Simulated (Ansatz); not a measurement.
KF:
Space group Pm-3m (No. 221); a = b = c = 3.1794 Å, α = β = γ = 90.00°

| atom | site | symmetry | x | y | z |
|---|---|---|---|---|---|
| K | 1a | m-3m | 0.0000 | 0.0000 | 0.0000 |
| F | 1b | m-3m | 0.5000 | 0.5000 | 0.5000 |

Relaxed with r²SCAN. Independent-particle spectrum: no excitons, no local fields, no scissors shift; 0.1 eV broadening; ε₁ of the summed bands alone.

Tabulate the dielectric function from DFT-r²SCAN in the program Ansatz with PAW potentials.



```
E (eV)  ε₁ xx  ε₂ xx
------  -----  -----
0.0      2.06   0.00
0.5      2.07   0.00
1.0      2.07   0.00
1.5      2.08   0.00
2.0      2.08   0.00
2.5      2.10   0.00
3.0      2.11   0.00
3.5      2.13   0.00
4.0      2.16   0.00
4.5      2.19   0.00
5.0      2.22   0.00
5.5      2.27   0.00
6.0      2.32   0.00
6.5      2.39   0.00
7.0      2.49   0.00
7.5      2.65   0.00
8.0      2.86   0.20
8.5      2.91   0.34
9.0      3.07   0.42
9.5      3.47   0.74
10.0     3.47   1.45
10.5     3.33   2.35
11.0     1.75   2.82
11.5     0.82   1.44
12.0     0.94   0.99
```

From ε at 9.7 eV (xx: 3.50 + 1.08i), find n, k, the normal reflectivity and the absorption coefficient.

n = 1.89, k = 0.285, R = 10 %, α = 2kE/ħc = 280000 cm⁻¹.

With all bands, ε∞ without local fields is 2.19. DFPT, with local fields, gives 2.11.

The first step of the workflow began from a Materials Project structure, measured or hypothetical; the Crystallography Open Database copy checked does not list it. It is not the phase usual at ambient conditions (space group No. 225). Symmetry was held in the r²SCAN relaxation; phonons on a q-mesh show no instability.

Potentials: the later of the program's two PAW sets.
